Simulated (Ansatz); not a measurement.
LiGeN in space group P6_3mc (No. 186; Li on 2b, Ge on 2a, N on 2b) at seven volumes, HSE06 in the plane-wave PAW code Ansatz, shape and atoms relaxed at each. One row is withheld.

```csv
V (Å³/atom),P (GPa)
10.895,8.99
11.254,5.50
11.613,2.53
11.972,0.01
12.332,-2.11
12.691,?
13.050,-5.24
```

Task: Fit the shown pressures and predict the withheld one.

Result: Third-order Birch–Murnaghan: P = (3/2)B₀(x^(7/2) − x^(5/2))[1 + (3/4)(B′ − 4)(x − 1)] with x = (V₀/V)^(2/3). Least squares on the six rows gives V₀ = 11.975 Å³/atom, B₀ = 75.57 GPa, B′ = 4.91. At V = 12.691, x = 0.9620 and P = -3.81 GPa. The run itself gave -3.84 GPa.

The workflow started from a Materials Project entry (that database holds measured and hypothetical structures alike); the Crystallography Open Database copy checked does not list it. Whether it is the stable phase at ambient conditions was not checked. The HSE06 relaxation kept the symmetry of its start; its stability against distortions is not shown here.

Potentials: the later of the program's two PAW sets.
